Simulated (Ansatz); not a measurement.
InBi: a fit and a missing row

InBi, P4/nmm, a = 4.884 Å, c = 4.901 Å. The structure is a COD entry; whether it is the stable form wasn't checked. Ansatz: PBEsol, PAW, 420 eV, Γ-centred 8×8×10 mesh on 4 atoms, Gaussian smearing 0.10 eV; no spin polarisation. Shape and atoms are relaxed at each volume; pressure is positive in compression.

```tsv
V (Å³/atom)	P (GPa)
25.716	7.30
26.592	4.99
27.469	3.00
28.346	1.40
29.222	0.01
30.099	-1.08
30.976	?
32.145	-2.74
```

Problem. Take V0 = 29.222 Å³/atom, count pressures from its P0 = 0.01 GPa, fit the third-order Birch–Murnaghan form to the other rows, and predict the missing pressure.

Solution. With the Eulerian strain f = ½[(V0/V)^(2/3) − 1] and y = (P − P0)/[3f(1 + 2f)^(5/2)], the form is the line y = B0 + 1.5 B0 (B0′ − 4) f. Rows (f, y): 0.04447, 44.2; 0.03245, 43.7; 0.02105, 42.7; 0.01025, 43.0; -0.00976, 39.1; -0.03079, 34.9. Means f = 0.01128, y = 41.267; Σ(Δf)² = 0.003859, ΣΔfΔy = 0.4745; the slope is their ratio. y = 39.88 + 123.0 f GPa, so B0 = 39.9 GPa and B0′ = 4 + 2 × (123.0)/(3 × 39.88) = 6.06. At V = 30.976, f = -0.01906, y = 37.54 and P = -1.94 GPa. The run gave -1.91 GPa, so the fit is 0.03 GPa too low, within the rms miss on the fitted rows (0.09 GPa).

Spin–orbit coupling is left out, which can shift energies with elements as heavy as these.

Cost: 8 runs of about 29 core-minutes in all, on Intel Xeon Processor @ 2.50GHz (Skylake/Cascade Lake) (shared hosts).